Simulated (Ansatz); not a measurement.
# Computed properties of SiO₂

SiO₂:
```yaml
crystal:
  lattice:
    - [1.33713, -2.31422, 0.00000]
    - [1.33713, 2.31422, 0.00000]
    - [0.00000, 0.00000, 9.73118]
  atoms:
    - { symbol: Si, position: [0.50000, 0.50000, 0.50000] }
    - { symbol: Si, position: [0.00000, 0.00000, 0.00000] }
    - { symbol: O, position: [0.66665, 0.33335, 0.90728] }
    - { symbol: O, position: [0.16665, 0.83335, 0.59272] }
    - { symbol: O, position: [0.33335, 0.66665, 0.09272] }
    - { symbol: O, position: [0.83335, 0.16665, 0.40728] }
```

Space group Cmce (No. 64); conventional cell a = 2.6743 Å, b = 4.6284 Å, c = 9.7312 Å, α = β = γ = 90.00°.

Method: r²SCAN (plane waves, PAW; program Ansatz). The cell and atoms are relaxed at this level. Other levels are named where they apply.

**Cell and energy**

* **Volume per atom**: 10.04 Å³
* **Density**: 3.31 g/cm³
* **Formation energy from the elements (no fitted shifts)**: -2.66 eV/atom

**Electronic structure**

Band gap: 7.32 eV (indirect)
Valence-band maximum: off the standard path, at k = (0.146, -0.234, 0.000) in fractions of the reciprocal vectors
Conduction-band minimum: at Γ
Smallest direct gap on the standard path: 7.72 eV
Electron effective mass: 0.39, 0.39, 0.74 mₑ (principal values)
Hole effective mass: 1.3, 2.2, 6.6 mₑ (principal values)
HSE06 gap on the r²SCAN cell: 8.46 eV

**Mechanics**

- Elastic constants (relaxed ions, GPa): C11 = 510, C22 = 512, C33 = 15.4, C12 = 114, C13 = 5.5, C23 = 1.1, C44 = -2.3, C55 = 7.2, C66 = 198
- Mechanical stability: unstable (C has a negative eigenvalue)

**Charges**

* **Bader charges**: Si +3.32, O -1.66 e

The cell is a constructed one: a structure type filled with these elements; the Crystallography Open Database copy checked does not list it. It is not the phase usual at ambient conditions (space group No. 92, 152, 154). The cell was relaxed with r²SCAN under the symmetry of its start. The volume moved by 35 % from the start of the relaxation. The references are the lowest solids computed at this level, not always the standard phases (solids in place of the gases).

Potentials: the later of the program's two PAW sets.
